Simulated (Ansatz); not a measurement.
# MgCd₃Se₄ (P-4m2) at 3 levels of theory

One geometry, relaxed with PBE; plane waves with PAW potentials in Ansatz, scalar-relativistic. No spin polarisation. Gaps are the least over mesh and band path; pressure is positive in compression.

```cif
data_structure
_symmetry_space_group_name_H-M 'P-4m2'
_symmetry_Int_Tables_number 115
_cell_length_a 4.3540
_cell_length_b 4.3540
_cell_length_c 12.2378
_cell_angle_alpha 90.000
_cell_angle_beta 90.000
_cell_angle_gamma 90.000
_cell_volume 231.99
loop_
_atom_site_label
_atom_site_type_symbol
_atom_site_symmetry_multiplicity
_atom_site_Wyckoff_symbol
_atom_site_fract_x
_atom_site_fract_y
_atom_site_fract_z
_atom_site_occupancy
Mg1 Mg 1 c 0.50000 0.50000 0.50000 1
Cd1 Cd 2 e 0.00000 0.00000 0.74486 1
Cd2 Cd 1 b 0.50000 0.50000 0.00000 1
Se1 Se 2 g 0.50000 0.00000 0.12753 1
Se2 Se 2 g 0.00000 0.50000 0.38319 1
```

| level | cutoff (eV) | k mesh | gap (eV) | pressure (GPa) |
| --- | --- | --- | --- | --- |
| PBE | 420 | 6×6×4 | 0.92 | 0.0 |
| r2SCAN | 500 | 6×6×4 | 1.41 | -1.4 |
| LDA | 420 | 6×6×4 | 0.66 | -4.0 |

The structure comes from a generated guess; another structure or a mixture of phases may lie lower.
